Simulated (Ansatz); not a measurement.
A: LiBr (rock salt), a = b = c = 5.5111 Å, α = β = γ = 90.00°
B: ZnS (zinc blende), a = 5.443 Å, b = 5.443 Å, c = 5.443 Å, α = 90.00°, β = 90.00°, γ = 90.00°
C: AlNi (CsCl type), a = 2.8930 Å, b = 2.8930 Å, c = 2.8930 Å, α = 90.00°, β = 90.00°, γ = 90.00°
D: FeCo (CsCl type), a = b = c = 2.8451 Å, α = β = γ = 90.00°
E: CdSe (zinc blende), a = 6.196 Å, b = 6.196 Å, c = 6.196 Å, α = 90.00°, β = 90.00°, γ = 90.00°

Scan: energy against volume (even scaling of the relaxed cell, symmetry kept). One method and one kind of scan serve all of them; meshes and ranges differ. AlNi is run without spin polarisation. All were relaxed with their symmetry unable to fall. Relaxed FeCo ends ferromagnetic. Other magnetic orders were not checked, so this need not be the ground state. (This holds for the magnetic or f-shell members.)

**Question.** Rank these by bulk modulus (fitted) (highest first), as PBE (plane waves to 420 eV, PAW, scalar-relativistic; Ansatz, an electronic-structure program) gives it.

**Answer.** D (192 GPa), C (159 GPa), B (69.4 GPa), E (44.7 GPa), A (25.7 GPa)

(A scan under strain: stresses follow from slopes of the energy per volume, elastic moduli from its curvatures.)
